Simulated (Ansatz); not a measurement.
This run works on a generated trial structure, not on a known crystal.

Input and command of a plane-wave DFT calculation in Ansatz:

```yaml
crystal:
  lattice:
    - [0.0, 4.83198545, 4.83198545]
    - [4.83198545, 0.0, 4.83198545]
    - [4.83198545, 4.83198545, 0.0]
  atoms:
    - { symbol: Al, position: [0.5, 0.5, 0.5] }
    - { symbol: In, position: [0.2914135, 0.7085865, 0.7085865] }
    - { symbol: In, position: [0.7085865, 0.2914135, 0.2914135] }
    - { symbol: In, position: [0.7085865, 0.2914135, 0.7085865] }
    - { symbol: In, position: [0.2914135, 0.7085865, 0.2914135] }
    - { symbol: In, position: [0.7085865, 0.7085865, 0.2914135] }
    - { symbol: In, position: [0.2914135, 0.2914135, 0.7085865] }
    - { symbol: In, position: [0.0, 0.0, 0.0] }
basis:
  ecutwfc: 420
kpoints:
  mp_grid: { grid: [3, 3, 3] }
hamiltonian:
  xc: pbe
scf:
  occupations: { method: gaussian, width: 0.2 }
  lower_state_search: "off"
output:
  forces: true
  stress: true
  eigenvalues: true
relax:
  adjacent_minimum: "off"
  f_tol: 0.08
  max_steps: 16
  cell: { stress_tol: 0.8 }
```

```bash
ansatz run input.yaml --threads 1 --pin off --max-ram 2560MiB --backend cpu --events-out ev --progress --plain --runs-dir out
```

Processor: AMD EPYC (Zen 3), 1 thread, on a host shared with other jobs.

Q: How long does it run, and how much memory does it take?

A: About 110 s, peak memory 0.58 GiB. It solves 57 bands at 4 k points (after reduction by symmetry) with about 6735 plane waves (on the last cell), in 60 SCF iterations over 9 ionic steps.
